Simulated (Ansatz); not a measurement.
FeSi:
```xyz
8
Lattice="4.4308 0.0000 0.0000 0.0000 4.4308 0.0000 0.0000 0.0000 4.4308" Properties=species:S:1:pos:R:3 pbc="T T T"
Fe     0.6160     0.6160     0.6160
Fe     2.8314     1.5994     3.8148
Fe     3.8148     2.8314     1.5994
Fe     1.5994     3.8148     2.8314
Si     3.7436     3.7436     3.7436
Si     1.5282     2.9026     0.6872
Si     0.6872     1.5282     2.9026
Si     2.9026     0.6872     1.5282
```
Starting moments (μB, in the order of the atoms Fe Fe Fe Fe Si Si Si Si): 1.2 1.2 1.2 1.2 -0.1 -0.1 -0.1 -0.1.

Relaxed with r²SCAN.

Q: Map the spin density (μB/Å³) on the plane through (0.139, 0.139, 0.139) spanned by u = [1, 0, 0] and v = [0, 1, 1] in lattice vectors, from r²SCAN (plane waves, PAW; program Ansatz).

A: x is the fraction of u, y of v (the angle between them is 90°; rows are the nearest grid lines); atoms in the plane: Fe at (0.00, 0.00), Si at (0.71, 0.71).
```
|@#-.               .-#@|
|#+:                 :=#|
|..                    .|
|                       |
|                       |
|                       |
|                       |
|                       |
|                       |
|                       |
|                       |
|                       |
|                       |
|                       |
|                       |
|                       |
|                       |
|                       |
|                       |
|                       |
|                       |
|.                    ..|
|#=:.                :+#|
|@#-.               .-#@|
```
Scale: ten equal steps from -0.025 (start of ' ') to 3.27 (end of '@'), in the order ' .:-=+*#%@'; x runs from 0.000 to 1.00, y from 0.000 (bottom) to 1.00 (top).

The density is the valence pseudo-density with augmentation charge, so density and ELF within about 1 Å of a nucleus are not all-electron values.

Space group P2_13. The r²SCAN relaxation kept the symmetry of its start. The final state is ferromagnetic, chosen from 2 collinear starts compared on coarse meshes (ties went to the first, and starts can fall back to one state), not a proven ground state. Other orbital occupations within this spin state were not tried. For itinerant 3d metals, meta-GGAs of the SCAN family and hybrids are commonly reported to give too large moments.

Potentials: the later of the program's two PAW sets.
